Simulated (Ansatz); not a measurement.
The start is a relaxed TiC cell displaced along its unstable phonon at q = (½, 0, 0) of its primitive reciprocal cell (307i cm⁻¹), largest move 0.15 Å. Cell shape, volume and atoms are optimised at zero target pressure with r2SCAN (plane waves to 500 eV, PAW, scalar-relativistic; Ansatz, a program for electronic structure). The first steps use a coarse 6×12×11 k-mesh.

The start:
```yaml
crystal:
  lattice:
    - [5.17511, 0.00000, 0.00000]
    - [0.00000, 2.58756, 0.00000]
    - [0.00000, 0.00000, 2.93406]
  atoms:
    - { symbol: C, position: [0.25000, 0.50000, 0.50000] }
    - { symbol: C, position: [0.75000, 0.50000, 0.50000] }
    - { symbol: Ti, position: [0.00000, 0.94203, 0.00000] }
    - { symbol: Ti, position: [0.50000, 0.05797, 0.00000] }
```

| Quantity | Value |
|---|---|
| Largest initial force | 1.46 eV/Å, on Ti3, Ti4 (atoms numbered as listed) |
| Energy released | 0.31 eV/atom |
| Optimiser moves | 13 |

Final structure:

Space group Pmma (No. 51); a = 5.3960 Å, b = 2.8874 Å, c = 2.7754 Å, α = β = γ = 90.00°

| atom | site | symmetry | x | y | z |
|---|---|---|---|---|---|
| C | 2d | .2/m. | 0.5000 | 0.5000 | 0.5000 |
| Ti | 2e | mm2 | 0.2500 | 0.0000 | 0.2389 |

Final values are on a 9×16×17 k-mesh of the relaxed cell. No spin polarisation in the result.

The run could not lose the symmetry of its start, so the end can be a saddle point.

The relaxed structure here is a generated cell of TiC: the first start was made by placing the elements on the sites of a structure type, and the end was not matched to a known phase here, so it may be hypothetical. Known forms of TiC include space group No. 225.
